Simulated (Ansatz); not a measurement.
PbS:
```
PbS
1.0
   12.04169     0.00000     0.00000
    0.00000     4.20915     0.00000
    0.00000     0.00000     4.34471
Pb S
4 4
Direct
  0.87193   0.25000   0.19031
  0.12807   0.75000   0.80969
  0.62807   0.75000   0.69031
  0.37193   0.25000   0.30969
  0.64358   0.25000   0.11799
  0.35642   0.75000   0.88201
  0.85642   0.75000   0.61799
  0.14358   0.25000   0.38201
```

Relaxed with r²SCAN+D4. Special points in fractions of this cell's reciprocal vectors: Γ (0.000, 0.000, 0.000); X (0.500, 0.000, 0.000); S (0.500, 0.500, 0.000); Y (0.000, 0.500, 0.000); Z (0.000, 0.000, 0.500); U (0.500, 0.000, 0.500); R (0.500, 0.500, 0.500); T (0.000, 0.500, 0.500).

Problem. List the band energies nearest the valence-band maximum at these points for r²SCAN+D4 in the plane-wave PAW code Ansatz.

Solution. In eV from the valence-band maximum; about four levels below and three above (degenerate sets whole), none deeper than 8.9 eV; points with the same levels are listed once.

```csv
k,below,above
Γ,-1.58 -1.36 -1.06 -0.49,1.90 4.21 4.32
X,-1.74 -1.74 -1.74 -1.74 -0.62 -0.62,3.37 3.37 4.17 4.17
S,-0.49 -0.49 -0.49 -0.49,1.96 1.96 1.96 1.96
Y,-0.51 -0.51 -0.32 -0.32,1.63 1.63 2.06 2.06
Z,-0.43 -0.43 -0.17 -0.17,1.63 1.63 2.26 2.26
U,-0.37 -0.37 -0.22 -0.22,1.77 1.77 2.27 2.27
R,-1.66 -1.66 -1.66 -1.66,3.97 3.97 3.97 3.97
T,-2.44 -2.44 -0.89 -0.89,3.31 3.31 4.36 4.36
```

Space group Pnma. The workflow started from a Materials Project entry (that database holds measured and hypothetical structures alike); the Crystallography Open Database copy checked does not list it. It is not the phase usual at ambient conditions (space group No. 225). The r²SCAN+D4 relaxation kept the symmetry of its start; of distortions, only those at the zone centre were tested. Spin–orbit coupling is left out wherever it is not named.

Potentials: the earlier of the program's two PAW sets.
